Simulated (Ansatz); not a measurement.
Ansatz (a first-principles code) input:

Ansatz 0.2 input:
```yaml
crystal:
  lattice:
    - [4.3370915733, 0.0, 0.0]
    - [-2.1685457866, 3.756031481, 0.0]
    - [0.0, 0.0, 5.5467250331]
  atoms:
    - { symbol: Sn, position: [0.6666666667, 0.3333333333, 0.75] }
    - { symbol: Sn, position: [0.3333333333, 0.6666666667, 0.25] }
    - { symbol: Au, position: [0.0, 0.0, 0.5] }
    - { symbol: Au, position: [0.0, 0.0, 0.0] }
kpoints:
  mp_grid: { grid: [19, 19, 13] }
hamiltonian:
  xc: pbesol
  pseudopotentials: { kind: paw }
scf:
  occupations: { method: fermi_dirac, width: 0.1 }
elastic: { mode: relaxed_ion, stencil: two_point, amplitude: 0.005, f_tol: 0.0005 }
```

Output (shortened):

```
Pseudopotential: Sn, paw, valence charge 14
Pseudopotential: Au, paw, valence charge 19
Functional definition: PBEsol
Crystal: 4 atoms, lattice volume = 90.358 Å³
Basis set: ecut = 420 eV, 1765 PW (Γ), exchange–correlation on 60×60×80 points (8 copies of the dense FFT grid, shifted against one another)
Bands: 40, of which v1, the nominal top of the filled ones, is band 33 counted from 1 (32 counted from 0)
Symmetry: 24 space group operations
Space group: P63/mmc (ITA 194), of the structure as read, at distance tolerance 4.5e-5 Å
k-points: 280 of 4693
SCF 1 converged in 9 iterations: F = -37914.565726 eV  dr2 = 2.64e-14
Crystal: 4 atoms, lattice volume = 89.906 Å³
Symmetry: 8 space group operations
k-points: 700 of 4693
SCF 2 converged in 11 iterations: F = -37914.565086 eV  dr2 = 2.52e-15
relax step   1: F+E_penalty+E_count = -37914.56508631 eV  Δ(F+E_penalty+E_count) = +0.000e0 eV  max|allowed force component| = 2.820e-2 eV/Å  Δτ_max = 0.0000 Å  (11 SCF iters, accepted)
Crystal: 4 atoms, lattice volume = 89.906 Å³
SCF 3 converged in 8 iterations: F = -37914.565188 eV  dr2 = 3.56e-14
relax step   2: F+E_penalty+E_count = -37914.56518823 eV  Δ(F+E_penalty+E_count) = -1.019e-4 eV  max|allowed force component| = 1.624e-2 eV/Å  Δτ_max = 0.0084 Å  (8 SCF iters, accepted)
Crystal: 4 atoms, lattice volume = 89.906 Å³
SCF 4 converged in 7 iterations: F = -37914.565238 eV  dr2 = 7.80e-14
relax step   3: F+E_penalty+E_count = -37914.56523784 eV  Δ(F+E_penalty+E_count) = -4.962e-5 eV  max|allowed force component| = 1.014e-4 eV/Å  Δτ_max = 0.0031 Å  (7 SCF iters, accepted)
Crystal: 4 atoms, lattice volume = 89.906 Å³
SCF 5 converged in 6 iterations: F = -37914.565238 eV  dr2 = 3.17e-15
Crystal: 4 atoms, lattice volume = 90.809 Å³
Basis set: ecut = 420 eV, 1797 PW (Γ), exchange–correlation on 60×60×80 points (8 copies of the dense FFT grid, shifted against one another)
SCF 6 converged in 11 iterations: F = -37914.564517 eV  dr2 = 1.95e-15
relax step   1: F+E_penalty+E_count = -37914.56451714 eV  Δ(F+E_penalty+E_count) = +0.000e0 eV  max|allowed force component| = 2.653e-2 eV/Å  Δτ_max = 0.0000 Å  (11 SCF iters, accepted)
Crystal: 4 atoms, lattice volume = 90.809 Å³
SCF 7 converged in 8 iterations: F = -37914.564656 eV  dr2 = 2.61e-15
relax step   2: F+E_penalty+E_count = -37914.56465608 eV  Δ(F+E_penalty+E_count) = -1.389e-4 eV  max|allowed force component| = 1.322e-3 eV/Å  Δτ_max = 0.0050 Å  (8 SCF iters, accepted)
Crystal: 4 atoms, lattice volume = 90.809 Å³
SCF 8 converged in 6 iterations: F = -37914.564656 eV  dr2 = 8.11e-15
relax step   3: F+E_penalty+E_count = -37914.56465642 eV  Δ(F+E_penalty+E_count) = -3.484e-7 eV  max|allowed force component| = 8.186e-6 eV/Å  Δτ_max = 0.0003 Å  (6 SCF iters, accepted)
Crystal: 4 atoms, lattice volume = 90.809 Å³
SCF 9 converged in 5 iterations: F = -37914.564656 eV  dr2 = 9.13e-14
Crystal: 4 atoms, lattice volume = 89.906 Å³
SCF 10 converged in 8 iterations: F = -37914.564346 eV  dr2 = 3.59e-14
Crystal: 4 atoms, lattice volume = 90.809 Å³
Basis set: ecut = 420 eV, 1789 PW (Γ), exchange–correlation on 60×60×80 points (8 copies of the dense FFT grid, shifted against one another)
SCF 11 converged in 7 iterations: F = -37914.564737 eV  dr2 = 6.35e-15
Crystal: 4 atoms, lattice volume = 90.357 Å³
Basis set: ecut = 420 eV, 1773 PW (Γ), exchange–correlation on 60×60×80 points (8 copies of the dense FFT grid, shifted against one another)
Symmetry: 4 space group operations
k-points: 1240 of 4693
SCF 12 converged in 10 iterations: F = -37914.565523 eV  dr2 = 3.34e-15
relax step   1: F+E_penalty+E_count = -37914.56552287 eV  Δ(F+E_penalty+E_count) = +0.000e0 eV  max|allowed force component| = 2.506e-4 eV/Å  Δτ_max = 0.0000 Å  (10 SCF iters, accepted)
Crystal: 4 atoms, lattice volume = 90.357 Å³
SCF 13 converged in 6 iterations: F = -37914.565523 eV  dr2 = 2.89e-14
Crystal: 4 atoms, lattice volume = 90.357 Å³
SCF 14 converged in 10 iterations: F = -37914.565523 eV  dr2 = 3.31e-15
relax step   1: F+E_penalty+E_count = -37914.56552287 eV  Δ(F+E_penalty+E_count) = +0.000e0 eV  max|allowed force component| = 2.506e-4 eV/Å  Δτ_max = 0.0000 Å  (10 SCF iters, accepted)
Crystal: 4 atoms, lattice volume = 90.357 Å³
SCF 15 converged in 6 iterations: F = -37914.565523 eV  dr2 = 2.92e-14
SCF converged after 9 iterations
Free energy (F): -37914.565726 eV
Harris-Foulkes:  -37914.565726 eV  (|F-HF|=2.18e-11)
Internal energy: -37914.520685 eV  (E = F + TS)
E sigma→0 (E₀):  -37914.543206 eV
Entropy (-TS):   -0.045042 eV (-11.260 meV/atom)
Fermi energy:    14.199570 eV
--- Per-component energies (eV) ---
  E_band       = -758.689715
  E_kinetic    = 1584.338453
  E_local      = -6320.884280  (includes V_loc(G=0)·N_el)
  E_nonlocal   = 90.800157
  E_hartree    = 3034.526662
  E_xc         = -1212.965670
  E_vxc        = -744.915263  (∫ρ·V_xc dr)
  E_paw        = -27261.527303  (= ΣΔE_a)
  E_vpaw       = -1437.084819  (= ΣTr[D̂ρ^β])
  E_aug_tail   = 0.002717  (compensation charges beyond the density's cutoff)
  E_ewald      = -7830.000059
  E_core_change = 1.188638  (= ΣΔE_core)
  E_smearing   = -0.045042  (= −TS)
  E_closure    = 0.000000  (closes the sum)
  Σ components = -37914.565726   (vs F -37914.565726, Δ=0.00e0)
--- Forces (eV/Å), atoms counted from 1 ---
  atom   1  Sn     0.00000000     0.00000000     0.00000000
  atom   2  Sn     0.00000000     0.00000000     0.00000000
  atom   3  Au     0.00000000     0.00000000     0.00000000
  atom   4  Au     0.00000000     0.00000000     0.00000000
  max |Σ_I F_I| component: 9.25e-18 eV/Å
--- Stress (GPa, compression-positive) ---
       -0.104934       0.000000       0.000000
        0.000000      -0.104934       0.000000
        0.000000       0.000000       0.060616
  P = ⅓ Tr σ = -0.0498 GPa (-0.498 kbar)
--- Band table (eV; the first three rows and the last of 280) ---
  k-point 0: bands = ["-92.1192", "-92.1118", "-43.6138", "-43.4999", "-43.4999", "-43.4834", "-43.4834", "-43.4305", "-7.3281", "-7.3281", "-7.3095", "-7.3095", "-7.3026", "-7.3026", "-7.2889", "-7.2722", "-7.2649", "-7.2649", "3.2581", "7.5158", "7.7456", …
  k-point 1: bands = ["-92.1191", "-92.1119", "-43.6112", "-43.4997", "-43.4997", "-43.4837", "-43.4837", "-43.4332", "-7.3278", "-7.3278", "-7.3097", "-7.3097", "-7.3020", "-7.3020", "-7.2887", "-7.2724", "-7.2655", "-7.2655", "3.2909", "7.3009", "7.5538", …
  k-point 2: bands = ["-92.1188", "-92.1123", "-43.6034", "-43.4990", "-43.4990", "-43.4844", "-43.4844", "-43.4411", "-7.3270", "-7.3270", "-7.3105", "-7.3105", "-7.3004", "-7.3004", "-7.2878", "-7.2730", "-7.2671", "-7.2671", "3.3885", "6.7451", "7.6667", …
  k-point 279: bands = ["-92.1160", "-92.1151", "-43.5336", "-43.5115", "-43.4931", "-43.4930", "-43.4911", "-43.4910", "-7.3088", "-7.3085", "-7.3060", "-7.3007", "-7.2991", "-7.2982", "-7.2963", "-7.2939", "-7.2613", "-7.2613", "6.0781", "6.0821", "8.3240", …
--- Elastic constants: 3 strain directions × 2 members + reference (group order 24) ---
  dense FFT box of the reference and of every strained cell: 30×30×40
  strains applied: 11, 33, 23; error gains …
  C = ∂σ_k/∂η_j (tension-positive GPa; Voigt order 11 22 33 23 13 12):
       110.539     82.308     64.164      0.000      0.000      0.000
        82.308    110.539     64.164      0.000      0.000      0.000
        64.333     64.333    168.243      0.000      0.000      0.000
         0.000      0.000      0.000     29.018      0.000      0.000
         0.000      0.000      0.000      0.000     29.018      0.000
         0.000      0.000      0.000      0.000      0.000     14.116
  reference stress σ⁰ (GPa):      0.105      0.105     -0.061      0.000      0.000      0.000
  moduli (Voigt/Reuss/Hill, GPa): K = 90.10/88.82/89.46   G = 26.33/21.46/23.90   E = 65.83   ν = 0.377
  mechanically stable: yes (min eigenvalue of sym C = 14.12 GPa)
  strain η (Voigt 11):  stress-route row diagonal C_11 = 110.54 GPa, energy-path curvature d²(F+E_count+ΔE)/dδ²/Ω₀ = 110.54 GPa
         δ    σ_11 (GPa)             F (eV)   n_scf  n_hpsi   n_pw
    -5.000e-3      -0.4541      -37914.5652378       6  415251   1777   relax 3 steps, max|allowed force component| 1.01e-4 eV/Å
     5.000e-3       0.6513      -37914.5646564       5  372297   1797   relax 3 steps, max|allowed force component| 8.19e-6 eV/Å
  strain η (Voigt 33):  stress-route row diagonal C_33 = 168.24 GPa, energy-path curvature d²(F+E_count+ΔE)/dδ²/Ω₀ = 168.17 GPa
         δ    σ_33 (GPa)             F (eV)   n_scf  n_hpsi   n_pw
    -5.000e-3      -0.9270      -37914.5643455       8  209262   1779   relax 0 steps, max|allowed force component| 4.39e-17 eV/Å
     5.000e-3       0.7554      -37914.5647375       7  182520   1797   relax 0 steps, max|allowed force component| 3.01e-17 eV/Å
  strain η (Voigt 23):  stress-route row diagonal C_44 = 29.02 GPa, energy-path curvature d²(F+E_count+ΔE)/dδ²/Ω₀ = 28.99 GPa
         δ    σ_23 (GPa)             F (eV)   n_scf  n_hpsi   n_pw
    -5.000e-3      -0.1451      -37914.5655229       6  686843   1785   relax 1 steps, max|allowed force component| 2.51e-4 eV/Å
     5.000e-3       0.1451      -37914.5655229       6  686870   1785   relax 1 steps, max|allowed force component| 2.51e-4 eV/Å
```

Cost: about 40 core-minutes (a rough figure) on shared cores.

Space group P6_3/mmc (NiAs type). The workflow started from a Materials Project entry (that database holds measured and hypothetical structures alike); the Crystallography Open Database files this formula in space group No. 194, but the cells were not matched. Its standing as an ambient phase is unchecked. The PBEsol relaxation kept the symmetry of its start; of distortions, only those at the zone centre were tested. As this level gives no gap, shear constants depend on the k-mesh and smearing (Fermi–Dirac, 0.1 eV here). Axis ratios of metals converge slowly with the k-mesh, so a and c are less sure than the volume. Scalar-relativistic: spin–orbit coupling is off unless named, which matters more the heavier the elements.

Potentials: the later of the program's two PAW sets.

Ansatz is a plane-wave DFT program.
